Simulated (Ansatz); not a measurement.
## AlCo₃ (Pm-3m), zone-centre modes

The calculation used Ansatz, DFT PBEsol, scalar-relativistic, plane waves, PAW. The runs took a 420 eV cutoff, a Γ-centred 14×14×14 mesh and Gaussian smearing (0.15 eV). Collinear spins, started from moments 0.0, 1.4, 1.4, 1.4 μB in atom order; the magnetic state may not be the lowest.

The starting cell (relaxed at this level; it needn't be the usual structure):

```
Al Co
1.0
     3.52932    0.00000    0.00000
     0.00000    3.52932    0.00000
     0.00000    0.00000    3.52932
Al Co
1 3
Direct
  0.00000 0.00000 0.00000
  0.50000 0.50000 0.00000
  0.50000 0.00000 0.50000
  0.00000 0.50000 0.50000
```

Harmonic modes by finite displacements of 0.02 Å, without the LO–TO term.

Q: At this geometry, is the structure stable against these modes?

A: Yes: no mode is imaginary beyond 10 cm⁻¹, and only the three translations lie near zero.

Q: List the wavenumbers in cm⁻¹.

A: 0, 0, 0, 172, 172, 172, 185, 185, 185, 359, 359, 359.

Cost: 1 run of about 8.4 core-minutes, on Arm Neoverse V1 (shared hosts).